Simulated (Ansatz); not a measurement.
# K: from a starting cell to a relaxed one

The start is a generated cell, K built in the bcc structure type. A full variable-cell relaxation at zero pressure is run with r2SCAN (plane waves to 500 eV, PAW, scalar-relativistic; Ansatz, an electronic-structure program). The first steps use a coarse 9×9×9 k-mesh.

The start:
```
K
1.0
   -2.61500     2.61500     2.61500
    2.61500    -2.61500     2.61500
    2.61500     2.61500    -2.61500
K
1
Direct
  0.00000   0.00000   0.00000
```

Q: How does the volume change?

A: +6.7 %, from 71.53 to 76.31 Å³/atom.

Q: Is the relaxed structure metallic? Give its gap.

A: No gap (metallic).

The space group stays Im-3m (No. 229) (the run could not lower it); the end is bcc (W type), with 1 atom in the primitive cell. Final values are on a 12×12×12 k-mesh of the relaxed cell. No spin polarisation in the result.

The run could not lose the symmetry of its start.
